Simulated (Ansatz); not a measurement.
TaTe:
Space group Fm-3m (No. 225); a = b = c = 5.622 Å, α = β = γ = 90.00°

```tsv
atom	site	symmetry	x	y	z
Ta	4a	m-3m	0.0000	0.0000	0.0000
Te	4b	m-3m	0.5000	0.5000	0.5000
```
(The calculation used a cell of 2 atoms; values per cell refer to that cell.)

Relaxed with PBEsol.

Problem. Decompose the optical modes at the zone centre into irreducible representations, and say which are infrared and Raman allowed.

Solution. Point group m-3m: Γ_opt = T1u. Infrared: T1u. Raman: none.

Problem. Assign frequencies (DFPT, PBEsol (plane waves, PAW; program Ansatz)).

Solution. T1u 117 cm⁻¹.

The start of the workflow was typed in or built on a structure type; neither database checked (COD, Materials Project) lists it. Its standing as an ambient phase is unchecked. The PBEsol relaxation kept the symmetry of its start. At this level the phase is mechanically unstable. The run is not spin-polarised. Its formation energy is positive at this level, so the cell may be metastable or incomplete. With an odd number of electrons in the cell and no spin polarisation, the count alone makes it a metal. As this level gives no gap, phonon frequencies hold no LO–TO term and depend on the k-mesh and smearing (Fermi–Dirac, 0.1 eV here). Spin–orbit coupling is left out wherever it is not named.

Potentials: the later of the program's two PAW sets.
